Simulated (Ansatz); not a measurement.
This run works on a generated trial structure, not on a known crystal.

Input and command of a plane-wave DFT calculation in Ansatz:

```yaml
crystal:
  lattice:
    - [0.0, 4.15213524, 4.15213524]
    - [4.15213524, 0.0, 4.15213524]
    - [4.15213524, 4.15213524, 0.0]
  atoms:
    - { symbol: Sn, position: [0.25, 0.25, 0.25] }
    - { symbol: Sn, position: [0.09103508, 0.09103508, 0.09103508] }
    - { symbol: Sn, position: [0.09103508, 0.09103508, 0.72689475] }
    - { symbol: Sn, position: [0.09103508, 0.72689475, 0.09103508] }
    - { symbol: Sn, position: [0.72689475, 0.09103508, 0.09103508] }
    - { symbol: H, position: [0.5, 0.5, 0.5] }
basis:
  ecutwfc: 420
kpoints:
  mp_grid: { grid: [4, 4, 4] }
hamiltonian:
  xc: pbe
scf:
  occupations: { method: gaussian, width: 0.2 }
  lower_state_search: "off"
output:
  forces: true
  stress: true
  eigenvalues: true
relax:
  adjacent_minimum: "off"
  f_tol: 0.08
  max_steps: 16
  cell: { stress_tol: 0.8 }
```

```bash
ansatz run input.yaml --threads 1 --pin off --max-ram 2560MiB --backend cpu --events-out ev --progress --plain --runs-dir out
```

Processor: Arm Neoverse V1, 1 thread, on a host shared with other jobs.

Question: How long does it run, and how much memory does it take?

Answer: About 82 s, peak memory 0.47 GiB. It solves 43 bands at 8 k points (after reduction by symmetry) with about 6231 plane waves (on the last cell), in 86 SCF iterations over 12 ionic steps.
